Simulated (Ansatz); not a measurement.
Given:

SnTeO$_{3}$:
```cif
data_O18Sn6Te6
_chemical_formula_sum 'Sn6 Te6 O18'
_space_group_name_H-M_alt 'R3c :H'
_space_group_IT_number 161
_space_group_name_Hall 'R 3 -2"c'
_cell_length_a 5.52468
_cell_length_b 5.52468
_cell_length_c 30.07710
_cell_angle_alpha 90.000
_cell_angle_beta 90.000
_cell_angle_gamma 120.000
loop_
_atom_site_label
_atom_site_type_symbol
_atom_site_symmetry_multiplicity
_atom_site_Wyckoff_symbol
_atom_site_fract_x
_atom_site_fract_y
_atom_site_fract_z
_atom_site_occupancy
Sn1 Sn 6 a 0.00000 0.00000 0.22060 1
Te1 Te 6 a 0.00000 0.00000 0.45382 1
O1 O 18 b 0.34553 0.05298 0.25843 1
```
(The calculation used a cell of 10 atoms; values per cell refer to that cell.)

This is the PBE-relaxed structure.

**Question.** All from plane-wave PAW PBE (Ansatz code), unless another level is named. Predict the hole effective mass.

**Answer.** 0.58, 0.58, 1.8 mₑ (principal values).

**Question.** Predict the electron effective mass.

**Answer.** 0.68, 4.0, 6.3 mₑ (principal values).

**Question.** Next, the conduction-band minimum?

**Answer.** at F (3 equivalent valleys).

**Question.** And the valence-band maximum?

**Answer.** at Γ.

The start of the workflow was typed in or built on a structure type; neither database checked (COD, Materials Project) lists it. Its standing as an ambient phase is unchecked. The PBE relaxation kept the symmetry of its start; its stability against distortions is not shown here. The volume moved by 110 % from the start of the relaxation. Spin–orbit coupling is left out wherever it is not named.

Potentials: the earlier of the program's two PAW sets.

Edges and masses are those of Kohn–Sham bands, whose gap is no quasiparticle gap.
